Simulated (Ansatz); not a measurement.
A geometry of SiO₂ away from equilibrium: the start of the relaxation of a generated cell, SiO2 placed in the AFLOW prototype AB2_mC6_12_a_i (C34, as in Te2Au). The numbers are results of r2SCAN (plane waves to 500 eV, PAW, scalar-relativistic; Ansatz, an electronic-structure program), not measurements. Γ-centred k-mesh 13×13×10 on the run's cell, Fermi–Dirac smearing 0.05 eV.

```xyz
3
Lattice="2.4184 -1.4825 0.0000 2.4184 1.4825 0.0000 -0.0024 0.0000 3.4105" Properties=species:S:1:pos:R:3:forces:R:3 pbc="T T T" free_energy=-1776.498 pressure_GPa=-13.3
Si     0.0000     0.0000     0.0000    0.0000    0.0000    0.0000
O      3.3266     0.0000     0.9853   -1.2043    0.0000   -5.9748
O      1.5079     0.0000     2.4252    1.2043    0.0000    5.9748
```

Positions in Å, forces in eV/Å, free energy of the cell in eV (comparable only within this code, potentials and settings). Largest force: 6.09 eV/Å, on O2, O3 (atoms numbered as listed); the geometry lies 0.87 eV/atom above the end of its relaxation.

No spin polarisation in the result. Without a van der Waals term the distances between weakly bound units are poorly fixed.

The run could not lose the symmetry of its start; a randomly shaken copy of 6 atoms returns to this structure.

The end of the path is a generated cell of SiO2: the first start was made by placing the elements on the sites of a structure type, and the end was not matched to a known phase here, so it may be hypothetical. Known forms of SiO2 include space group No. 92, 136, 152, 154.
